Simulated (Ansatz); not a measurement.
MoRu (L1₀ or tetragonal B2, space group No. 123), PBE in the plane-wave PAW code Ansatz, all energies at zero smearing, with the estimated change up to a 700 eV cutoff added, with one set of potentials and settings (totals compare only within such a set). Cell of 2 atoms (1 Ru, 1 Mo): -10834.590 eV.

| element | reference phase | E (eV/atom) |
|---|---|---|
| Ru | P6_3/mmc, 2 atoms in the cell | -5878.6876 |
| Mo | Im-3m, 1 atoms in the cell | -4956.0212 |

Formation energy per atom, worked out: (-10834.590 − 1×(-5878.6876) − 1×(-4956.0212))/2 = 0.059 eV/atom (6 kJ per mol of atoms), at 0 K, without zero-point energy or fitted corrections.

Space group P4/mmm (L1₀ or tetragonal B2). The start of the workflow was typed in or built on a structure type; neither database checked (COD, Materials Project) lists it. Its standing as an ambient phase is unchecked. Symmetry was held in the PBE relaxation; whether a distortion lowers the energy is not shown. No spin polarisation was allowed. The references are the lowest solids computed at this level, not always the standard phases.

Potentials: the later of the program's two PAW sets.
